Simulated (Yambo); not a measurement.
Yambo run on NaF (rock salt, space group Fm-3m, No. 225). The wavefunctions are PBEsol (pw.x of Quantum ESPRESSO, ONCV potentials, no spin-orbit coupling) ones on a 6×6×6 mesh (8 occupied bands); a = 3.2720 Å, b = 3.2720 Å, c = 3.2720 Å, α = 60.00°, β = 60.00°, γ = 60.00°.

Yambo input:

```
rim_cut
HF_and_locXC
RandQpts= 1000000
RandGvec= 1 Ry
EXXRLvcs= 88 Ry
VXCRLvcs= 352 Ry
% QPkrange
 1 | 1 | 8 | 9 |
 4 | 4 | 8 | 9 |
 13 | 13 | 8 | 9 |
%
```

k points by index: 1 = Γ, 4 = L, 13 = X.

Table of the .hf output:

```
#    K-point    Band    Eo [eV]    Ehf [eV]    Vxc [eV]    Vnlxc [eV]
#
    1    8    0.000000    -7.955949    -22.22852    -30.18447
    1    9    6.223052    10.50852    -9.663128    -5.377663
    4    8    -0.256301    -8.288723    -21.72600    -29.75843
    4    9    10.66725    15.48101    -9.243761    -4.430004
    13    8    -0.410702    -8.461791    -21.54592    -29.59701
    13    9    13.02781    18.41397    -12.59169    -7.205525
```
Exchange alone, without screening.

Geometry relaxed with PBEsol.
